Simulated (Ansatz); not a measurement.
Level of theory: DFT PBE, scalar-relativistic, plane waves, PAW in Ansatz 0.2.0. Settings: cutoff 420 eV, Γ-centred meshes spaced at most about 0.3 Å⁻¹, and about 0.25 Å⁻¹ or finer for metals (2π included), Gaussian smearing. No spin polarisation in the final relaxations.

All energies are static (0 K, no zero-point motion). All come from trial cells, and lower structures may exist.

Question: These unrelaxed guesses for Be3Bi2 are each relaxed within their symmetry. Order them by the energy at which they end, lowest first.
A.

```cif
data_structure
_symmetry_space_group_name_H-M 'P-6m2'
_symmetry_Int_Tables_number 187
_cell_length_a 4.2029
_cell_length_b 4.2029
_cell_length_c 5.1611
_cell_angle_alpha 90.000
_cell_angle_beta 90.000
_cell_angle_gamma 120.000
_cell_volume 78.95
loop_
_atom_site_label
_atom_site_type_symbol
_atom_site_symmetry_multiplicity
_atom_site_Wyckoff_symbol
_atom_site_fract_x
_atom_site_fract_y
_atom_site_fract_z
_atom_site_occupancy
Be1 Be 2 g 0.00000 0.00000 0.74540 1
Be2 Be 1 e 0.66667 0.33333 0.00000 1
Bi1 Bi 1 f 0.66667 0.33333 0.50000 1
Bi2 Bi 1 c 0.33333 0.66667 0.00000 1
```

B.

```cif
data_structure
_symmetry_space_group_name_H-M 'P-3m1'
_symmetry_Int_Tables_number 164
_cell_length_a 4.1619
_cell_length_b 4.1619
_cell_length_c 6.5942
_cell_angle_alpha 90.000
_cell_angle_beta 90.000
_cell_angle_gamma 120.000
_cell_volume 98.92
loop_
_atom_site_label
_atom_site_type_symbol
_atom_site_symmetry_multiplicity
_atom_site_Wyckoff_symbol
_atom_site_fract_x
_atom_site_fract_y
_atom_site_fract_z
_atom_site_occupancy
Be1 Be 1 a 0.00000 0.00000 0.00000 1
Be2 Be 2 d 0.33333 0.66667 0.36662 1
Bi1 Bi 2 d 0.33333 0.66667 0.77187 1
```

C.

```cif
data_structure
_symmetry_space_group_name_H-M 'P-3m1'
_symmetry_Int_Tables_number 164
_cell_length_a 3.4275
_cell_length_b 3.4275
_cell_length_c 8.9776
_cell_angle_alpha 90.000
_cell_angle_beta 90.000
_cell_angle_gamma 120.000
_cell_volume 91.34
loop_
_atom_site_label
_atom_site_type_symbol
_atom_site_symmetry_multiplicity
_atom_site_Wyckoff_symbol
_atom_site_fract_x
_atom_site_fract_y
_atom_site_fract_z
_atom_site_occupancy
Be1 Be 2 c 0.00000 0.00000 0.35093 1
Be2 Be 1 a 0.00000 0.00000 0.00000 1
Bi1 Bi 2 d 0.33333 0.66667 0.58439 1
```

D.

```cif
data_structure
_symmetry_space_group_name_H-M 'P6/mmm'
_symmetry_Int_Tables_number 191
_cell_length_a 4.2616
_cell_length_b 4.2616
_cell_length_c 5.1453
_cell_angle_alpha 90.000
_cell_angle_beta 90.000
_cell_angle_gamma 120.000
_cell_volume 80.93
loop_
_atom_site_label
_atom_site_type_symbol
_atom_site_symmetry_multiplicity
_atom_site_Wyckoff_symbol
_atom_site_fract_x
_atom_site_fract_y
_atom_site_fract_z
_atom_site_occupancy
Be1 Be 2 d 0.33333 0.66667 0.50000 1
Be2 Be 1 b 0.00000 0.00000 0.50000 1
Bi1 Bi 2 c 0.33333 0.66667 0.00000 1
```

Answer: C (ends in P-3m1, 0 meV/atom), B (ends in P-3m1, La2O3 (A sesquioxide) type, 59 meV/atom), A (ends in P-6m2, 216 meV/atom), D (ends in P6/mmm, 0.59 eV/atom). Even the lowest end lies +0.53 eV/atom against the elements.

These runs have no spin–orbit coupling, which can matter for Bi. Cells relaxed within their symmetry can be saddle points. Some candidate types were left out of the draw beforehand, so a known form may be missing.
